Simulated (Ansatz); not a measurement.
CoSi₂ (fluorite type, space group Fm-3m): values from a third-order Birch-Murnaghan fit to a volume scan beside measured ones. Computed values: PBEsol (plane waves to 420 eV, PAW, scalar-relativistic; Ansatz, a first-principles code). CoSi2 is run without spin polarisation. CoSi2 was relaxed with its symmetry unable to fall.

```csv
quantity,reference,kind,PBEsol,difference
Lattice constant a (Å),5.365,"measured, room temperature or unstated",5.312,-1.0 %
```

References as given in: Ganesh Hegde, R. Chris Bowen, Applied Physics Letters (2014), arXiv:1405.1317. Values not taken to low temperature hold thermal and zero-point shifts that a static calculation lacks, so small differences there are no errors of the method.

(Under strain, the slope of the energy per volume gives the stress and its curvature an elastic modulus.)
